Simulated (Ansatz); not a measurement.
**Relaxing a structure of P**

The start is a generated trial cell of P in the graphite structure type. The structure is fully relaxed (lattice and positions, P = 0) with r2SCAN (plane waves to 500 eV, PAW, scalar-relativistic; Ansatz, a first-principles code). The first steps use a coarse 7×7×3 k-mesh.

The start:
```yaml
crystal:
  lattice:
    - [3.70659, 0.00000, 0.00000]
    - [-1.85329, 3.21000, 0.00000]
    - [0.00000, 0.00000, 10.09534]
  atoms:
    - { symbol: P, position: [0.00000, 0.00000, 0.25000] }
    - { symbol: P, position: [0.00000, 0.00000, 0.75000] }
    - { symbol: P, position: [0.33333, 0.66667, 0.25000] }
    - { symbol: P, position: [0.66667, 0.33333, 0.75000] }
```

Q: What pressure does the first self-consistent step give?

A: +4 GPa (positive: the cell is compressed).

Q: How does the volume change?

A: -44.3 %, from 30.03 to 16.73 Å³/atom.

Q: How do the shortest distances between atoms change?

A: The closest pairs of elements (up to four, under 3.6 Å), start → end: P–P 2.14 → 2.29 Å.

Q: Is the relaxed structure metallic? Give its gap.

A: Zero (metallic).

Q: Write out the relaxed structure.

A: 
```cif
data_P4
_chemical_formula_sum 'P4'
_space_group_name_H-M_alt 'P63/mmc'
_space_group_IT_number 194
_space_group_name_Hall '-P 6c 2c'
_cell_length_a 3.96443
_cell_length_b 3.96443
_cell_length_c 4.91661
_cell_angle_alpha 90.000
_cell_angle_beta 90.000
_cell_angle_gamma 120.000
loop_
_atom_site_label
_atom_site_type_symbol
_atom_site_symmetry_multiplicity
_atom_site_Wyckoff_symbol
_atom_site_fract_x
_atom_site_fract_y
_atom_site_fract_z
_atom_site_occupancy
P1 P 2 b 0.00000 0.00000 0.25000 1
P2 P 2 c 0.33333 0.66667 0.25000 1
```

The space group stays P6₃/mmc (No. 194) (the run could not lower it), with 4 atoms in the primitive cell. Final values are on a 14×14×10 k-mesh of the relaxed cell. No spin polarisation in the result.

The run could not lower the symmetry of its start; a shaken copy of this end point relaxes with r2SCAN to P2/m (No. 10), 0.58 eV/atom lower.

The relaxed structure here is a generated cell of P: the first start was made by placing the elements on the sites of a structure type, and the end was not matched to a known phase here, so it may be hypothetical. Known forms of P include space group No. 64.
